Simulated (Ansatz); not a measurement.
Si3Ru2:
Space group Pbcn (No. 60); a = 11.0846 Å, b = 8.9460 Å, c = 5.5367 Å, α = β = γ = 90.00°

```
atom  site  symmetry       x       y       z
----  ----  --------  ------  ------  ------
Si      8d         1  0.1328  0.3972  0.1035
Si      8d         1  0.1792  0.0631  0.9132
Si      8d         1  0.4261  0.2938  0.0572
Ru      4c       .2.  0.0000  0.5762  0.2500
Ru      4c       .2.  0.0000  0.0399  0.2500
Ru      8d         1  0.2456  0.1877  0.2629
```

Relaxed with r²SCAN.

**Question.** Which orbitals make up the states near the band edges in DFT-r²SCAN in the program Ansatz with PAW potentials?

**Answer.** Top 1 eV of the valence band: Ru 4d 70 %, Si 3p 22 %. Bottom 1 eV of the conduction band: Ru 4d 59 %, Si 3p 28 %, Si 3s 9 %. Projections are on Löwdin-orthogonalised atomic valence shells; empty p or d shells of many metals are not among them.

**Question.** Tabulate the density of states.

**Answer.** States/eV per cell of 40 atoms, in 0.25 eV bins, energy from the valence-band maximum.

| E (eV) | total | Ru 4d | Si 3p | Si 3s |
|---|---|---|---|---|
| -7.85 | 11.13 | 3.26 | 2.01 | 5.33 |
| -7.60 | 11.00 | 3.44 | 1.98 | 4.97 |
| -7.35 | 9.35 | 3.04 | 1.62 | 4.08 |
| -7.10 | 7.76 | 2.57 | 1.19 | 3.49 |
| -6.85 | 0.88 | 0.29 | 0.13 | 0.39 |
| -6.60 | 0.91 | 0.29 | 0.48 | 0.05 |
| -6.35 | 12.08 | 4.41 | 6.15 | 0.72 |
| -6.10 | 20.33 | 7.74 | 9.85 | 1.35 |
| -5.85 | 19.61 | 8.02 | 9.04 | 1.29 |
| -5.60 | 13.86 | 6.08 | 6.01 | 0.92 |
| -5.35 | 17.20 | 8.02 | 6.91 | 1.28 |
| -5.10 | 22.68 | 11.06 | 8.91 | 1.47 |
| -4.85 | 26.21 | 13.41 | 9.73 | 1.67 |
| -4.60 | 25.49 | 14.50 | 8.52 | 1.25 |
| -4.35 | 30.39 | 19.11 | 8.96 | 0.99 |
| -4.10 | 32.64 | 21.21 | 9.19 | 0.99 |
| -3.85 | 33.37 | 22.83 | 8.47 | 0.90 |
| -3.60 | 34.82 | 24.26 | 8.35 | 0.93 |
| -3.35 | 35.19 | 24.70 | 8.38 | 1.01 |
| -3.10 | 43.89 | 31.45 | 9.90 | 1.17 |
| -2.85 | 42.54 | 30.32 | 9.67 | 1.13 |
| -2.60 | 37.40 | 25.04 | 9.70 | 1.32 |
| -2.35 | 36.91 | 24.55 | 9.59 | 1.44 |
| -2.10 | 37.97 | 26.15 | 9.01 | 1.43 |
| -1.85 | 35.85 | 24.76 | 8.57 | 1.21 |
| -1.60 | 23.89 | 15.69 | 6.31 | 0.88 |
| -1.35 | 28.09 | 19.27 | 6.70 | 0.98 |
| -1.10 | 34.88 | 25.21 | 7.02 | 1.28 |
| -0.85 | 39.77 | 29.87 | 7.05 | 1.29 |
| -0.60 | 16.88 | 9.85 | 5.36 | 0.86 |
| -0.35 | 1.05 | 0.29 | 0.58 | 0.11 |
| -0.10 | 0.11 | 0.02 | 0.07 | 0.01 |
| 0.15 | 0.00 | 0.00 | 0.00 | 0.00 |
| 0.40 | 0.00 | 0.00 | 0.00 | 0.00 |
| 0.65 | 0.53 | 0.36 | 0.13 | 0.01 |
| 0.90 | 5.23 | 3.49 | 1.34 | 0.20 |
| 1.15 | 14.89 | 9.30 | 4.06 | 0.94 |
| 1.40 | 22.73 | 13.00 | 6.45 | 2.18 |
| 1.65 | 26.00 | 13.87 | 7.82 | 3.05 |
| 1.90 | 23.93 | 11.67 | 8.09 | 2.95 |
| 2.15 | 18.96 | 8.41 | 7.03 | 2.46 |
| 2.40 | 16.51 | 6.59 | 6.80 | 2.11 |
| 2.65 | 14.54 | 5.19 | 6.24 | 2.13 |
| 2.90 | 15.98 | 5.29 | 7.17 | 2.26 |
| 3.15 | 18.68 | 5.57 | 8.20 | 2.91 |
| 3.40 | 17.74 | 4.88 | 7.89 | 3.04 |
| 3.65 | 22.21 | 5.60 | 10.29 | 3.85 |
| 3.90 | 18.16 | 4.35 | 8.59 | 3.04 |
| 4.15 | 19.10 | 4.35 | 9.27 | 2.95 |
| 4.40 | 16.27 | 3.43 | 7.84 | 2.46 |
| 4.65 | 20.43 | 4.03 | 9.77 | 2.74 |

The workflow started from a Materials Project entry (that database holds measured and hypothetical structures alike); the Crystallography Open Database files this formula in space group No. 60, but the cells were not matched. Whether it is the stable phase at ambient conditions was not checked. The cell was relaxed with r²SCAN under the symmetry of its start; whether a distortion lowers the energy is not shown. No spin polarisation was allowed. Scalar-relativistic: spin–orbit coupling is off unless named, which matters more the heavier the elements.

Potentials: the later of the program's two PAW sets.
